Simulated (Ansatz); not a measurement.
# Al5Co3Ni2: relaxed-ion elastic tensor

The calculation used DFT PBE, scalar-relativistic, plane waves, PAW in Ansatz. Plane waves to 420 eV; Γ-centred k mesh 14×14×4; Fermi-Dirac smearing of 0.15 eV. No spin polarisation.

The cell, relaxed at this level:
```xyz
10
Lattice="2.8573 0.0000 0.0000 0.0000 2.8573 0.0000 0.0000 0.0000 14.4924" Properties=species:S:1:pos:R:3 pbc="T T T"
Al    1.4286    1.4286    0.0000
Al    1.4286    1.4286    2.9556
Al    1.4286    1.4286    5.8157
Al    1.4286    1.4286    8.6768
Al    1.4286    1.4286   11.5369
Co    0.0000    0.0000    4.3836
Co    0.0000    0.0000   10.1089
Co    0.0000    0.0000    7.2462
Ni    0.0000    0.0000   13.0087
Ni    0.0000    0.0000    1.4837
```

It was reached by relaxing an invented guess, and it needn't be the stable form of this composition. In a metal, frequencies and elastic constants depend on the k mesh and the smearing, soft modes and shear constants most.

(1) Give the relaxed-ion elastic constants (GPa, Voigt order xx yy zz yz xz xy, on the Cartesian axes of the cell above).

(2) Is the crystal stable against homogeneous strain?

(3) And the moduli of a polycrystal (Hill averages)?

## Answers

(1)
C11 = 242.3, C12 = 126.4, C13 = 139.2, C22 = 242.3, C23 = 139.2, C33 = 225.7, C44 = 130.9, C55 = 130.9, C66 = 128.7 GPa; the others vanish.

(2) Yes: the least eigenvalue of the tensor is 87.7 GPa.

(3) B = 169 GPa, G = 89 GPa, E = 227 GPa, ν = 0.28.
